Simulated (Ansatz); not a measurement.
The cell comes from COD entry 9011615, which wasn't checked; take it as a given geometry. It differs from other determinations. The listed cell was then made from it by scaling, straining or moving an atom.

An input for Co: DFT, PBE, all-electron LAPW, scalar-relativistic (Ansatz 0.2.0).

```yaml
crystal:
  lattice:
    - [2.5020943139, 0.0, 0.0]
    - [-1.251047157, 2.1668772385, 0.0]
    - [0.0, 0.0, 4.0635427969]
  atoms:
    - { symbol: Co, position: [0.3333333333, 0.6666666667, 0.25], spin: 2.0 }
    - { symbol: Co, position: [0.6666666667, 0.3333333333, 0.75], spin: 2.0 }
magnetization:
  spin_polarized: true
kpoints:
  mp_grid: { grid: [19, 19, 10] }
scf:
  occupations: { method: fermi_dirac, width: 0.08 }
hamiltonian:
  xc: pbe
  pseudopotentials: { kind: all_electron, lapw: { basis_error: 0.001 } }
output:
  forces: true
  stress: true
  eigenvalues: true
```

The results part of the log:

```
SCF 1 converged in 8 iterations: F = -75835.177091 eV  dr2 = 4.78e-11
SCF converged after 8 iterations
Magnetization: 3.2548 μB (18.6274 up, 15.3726 down)
Absolute magnetization: 3.5926 μB (∫|ρ↑−ρ↓|)
Spin contamination: 0.0583 ħ² per cell (⟨S²⟩ above its minimum at these occupations)
Per-site moments (μB) at R_I (Å): [(1.682398000229977, 1.2464870786422855), (1.682398000229977, 1.2464870786422855)]
Free energy (F): -75835.177091 eV
Harris-Foulkes:  -75835.177091 eV  (|F-HF|=9.02e-10)
Internal energy: -75835.137899 eV  (E = F + TS)
E sigma→0 (E₀):  -75835.157495 eV
Entropy (-TS):   -0.039193 eV (-19.596 meV/atom)
Fermi energy:    18.747177 eV
--- Per-component energies (eV) ---
  E_band       = -485.556906
  E_kinetic    = 76962.128998
  E_xc         = -3249.375337
  E_electrostatic = -149547.891560  (all electrons and nuclei)
  E_smearing   = -0.039193  (= −TS)
  E_closure    = 0.000000  (closes the sum)
  E_atoms      = -75818.578525  (free atoms, spherical and without spin; not in F)
  Σ components = -75835.177091   (vs F -75835.177091, Δ=0.00e0)
  Basis errors (estimates in eV, not in F): energy 2.2e-4 per atom: plane waves 2.1e-4 (1.1e-4 summed), levels above the bands 4.6e-54, relativity 1.3e-8, radial functions 1.3e-5, core shells 6.9e-10; eigenvalues (radial functions only) 9.5e-7; not estimated: angular momenta, meshes, grids; target (lapw.basis_error) 1.0e-3; muffin-tin radii Co 1.246 Å
--- Forces (eV/Å), atoms counted from 1 ---
  atom   1  Co    -0.00000000    -0.00000000     0.00000000
  atom   2  Co     0.00000000     0.00000000     0.00000000
  max |Σ_I F_I| component: 0.00e0 eV/Å
--- Stress (GPa, compression-positive) ---
       -2.490775       0.000000       0.000000
        0.000000      -2.490775       0.000000
        0.000000       0.000000      -3.610629
  P = ⅓ Tr σ = -2.8641 GPa (-28.641 kbar)
--- Band table (eV; the first three rows and the last of 480) ---
  k-point 0 ↑: bands = ["-77.3219", "-77.2699", "-40.7134", "-40.4452", "-40.4452", "-40.4058", "-40.4009", "-40.4009", "9.8155", "13.6221", "16.1171", "16.1591", "16.1591", "16.4615", "16.4615", "16.8135", "16.8135", "17.8824", "17.8824", "18.5302", "24.8464", "40.4271", "42.9098"]
  k-point 1 ↑: bands = ["-77.3206", "-77.2712", "-40.7060", "-40.4442", "-40.4442", "-40.4135", "-40.4020", "-40.4020", "9.9149", "13.5999", "16.0917", "16.1320", "16.1320", "16.4348", "16.4348", "16.8754", "16.8754", "17.8773", "17.8773", "18.1254", "25.4501", "40.3932", "42.7538"]
  k-point 2 ↑: bands = ["-77.3170", "-77.2749", "-40.6844", "-40.4410", "-40.4410", "-40.4356", "-40.4052", "-40.4052", "10.2089", "13.5028", "16.0211", "16.0816", "16.0816", "16.3633", "16.3633", "17.0266", "17.0266", "17.2685", "17.8557", "17.8557", "26.9301", "40.0632", "41.0892"]
  k-point 239 ↓: bands = ["-75.1688", "-75.1688", "-38.6270", "-38.6270", "-38.5537", "-38.5537", "-38.4209", "-38.4209", "16.0345", "16.0345", "16.4130", "16.4130", "17.0175", "17.0175", "18.5845", "18.5845", "19.8424", "19.8424", "24.6597", "24.6597", "26.8882", "26.8882", "28.8527"]
```
